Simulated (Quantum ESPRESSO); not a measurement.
## Band energies of CaCd$_{2}$P$_{2}$

```
CaCd2P2
1.0
    4.29231     0.00000     0.00000
   -2.14616     3.71725     0.00000
    0.00000     0.00000     7.05545
P Ca Cd
2 1 2
Direct
  0.66667   0.33333   0.75947
  0.33333   0.66667   0.24053
  0.00000   0.00000   0.00000
  0.33333   0.66667   0.63811
  0.66667   0.33333   0.36189
```

norm-conserving PBEsol (Quantum ESPRESSO, 102 Ry, scalar-relativistic); path ΓMKΓALHA,LM,KH; energies in eV from the valence-band maximum.

```
k (1/Å)  point  band 26  band 27  band 28  band 29  band 30  band 31  band 32  band 33
-------  -----  -------  -------  -------  -------  -------  -------  -------  -------
0.00         Γ    -1.20    -1.20    -0.11     0.00     0.00     0.75     1.04     2.42
0.21              -2.06    -1.34    -1.13    -0.29    -0.19     1.37     1.62     2.59
0.42              -3.38    -2.44    -1.68    -0.80    -0.79     1.65     1.94     3.33
0.85         M    -4.04    -2.93    -2.15    -2.04    -1.29     1.18     2.47     2.81
1.09              -4.15    -3.05    -2.75    -2.04    -1.64     2.26     2.60     2.79
1.33         K    -4.42    -3.88    -2.29    -2.29    -1.96     2.57     2.84     2.84
1.53              -4.25    -3.40    -2.79    -2.01    -1.62     2.46     2.83     3.15
1.72              -3.99    -3.11    -2.55    -1.62    -1.02     2.08     2.85     3.00
1.92              -3.07    -2.27    -1.78    -1.01    -0.46     1.82     2.34     2.70
2.31         Γ    -1.20    -1.20    -0.11     0.00     0.00     0.75     1.04     2.42
2.53              -1.11    -1.07    -1.07    -0.22    -0.22     0.96     1.61     2.75
2.75         A    -1.92    -0.83    -0.83    -0.55    -0.55     1.02     1.77     2.76
2.92              -1.94    -1.30    -1.10    -0.96    -0.68     1.59     2.02     2.81
3.09              -2.70    -1.69    -1.56    -1.35    -0.85     1.84     2.37     2.52
3.26              -3.76    -2.10    -1.80    -1.35    -1.00     1.64     2.27     2.35
3.60         L    -4.73    -2.28    -2.23    -1.17    -0.99     1.47     1.91     1.97
3.76              -4.71    -2.56    -2.26    -1.50    -1.07     1.61     2.30     2.40
4.09         H    -4.70    -3.43    -2.66    -1.51    -1.51     2.11     2.11     3.55
4.23              -4.63    -3.25    -2.51    -1.71    -1.33     2.02     2.12     3.47
4.37              -4.45    -2.83    -2.14    -1.86    -1.26     1.98     2.11     3.21
4.64              -3.17    -1.80    -1.68    -1.49    -1.24     2.25     2.27     2.77
4.78              -2.31    -1.58    -1.48    -1.11    -0.97     2.06     2.29     2.61
5.06         A    -1.92    -0.83    -0.83    -0.55    -0.55     1.02     1.77     2.76
5.06         L    -4.73    -2.28    -2.23    -1.17    -0.99     1.47     1.91     1.97
5.21              -4.54    -2.46    -2.21    -1.25    -1.20     1.40     1.78     2.52
5.51         M    -4.04    -2.93    -2.15    -2.04    -1.29     1.18     2.47     2.81
5.51         K    -4.42    -3.88    -2.29    -2.29    -1.96     2.57     2.84     2.84
5.95         H    -4.70    -3.43    -2.66    -1.51    -1.51     2.11     2.11     3.55
```

The PBEsol gap is direct, 0.75 eV at Γ.

Spin-orbit splittings are left out.

Geometry of the Materials Project entry, not relaxed at this level.
